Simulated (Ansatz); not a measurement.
TiO2:
```cif
data_O8Ti4
_chemical_formula_sum 'Ti4 O8'
_space_group_name_H-M_alt 'I41/amd :1'
_space_group_IT_number 141
_space_group_name_Hall 'I 4bw 2bw -1bw'
_cell_length_a 3.77789
_cell_length_b 3.77789
_cell_length_c 9.58357
_cell_angle_alpha 90.000
_cell_angle_beta 90.000
_cell_angle_gamma 90.000
loop_
_atom_site_label
_atom_site_type_symbol
_atom_site_symmetry_multiplicity
_atom_site_Wyckoff_symbol
_atom_site_fract_x
_atom_site_fract_y
_atom_site_fract_z
_atom_site_occupancy
Ti1 Ti 4 b 0.00000 0.00000 0.50000 1
O1 O 8 e 0.00000 0.00000 0.29272 1
```
(The calculation used a cell of 6 atoms; values per cell refer to that cell.)

This is the r²SCAN-relaxed structure.

Q: All from the program Ansatz at the r²SCAN level (PAW), unless another level is named. Estimate the band gap.

A: 2.53 eV (indirect).

Q: Predict the electron effective mass.

A: 0.44, 0.44, 4.0 mₑ (principal values).

Q: And the HSE06 gap on the r²SCAN cell?

A: 3.64 eV.

Q: What about the conduction-band minimum?

A: at Γ.

Q: Next, the valence-band maximum?

A: on the Γ–X line, 88 % of the way from Γ.

Space group I4_1/amd (anatase). Symmetry was held in the r²SCAN relaxation; of distortions, only those at the zone centre were tested. The run is not spin-polarised.

Potentials: the later of the program's two PAW sets.
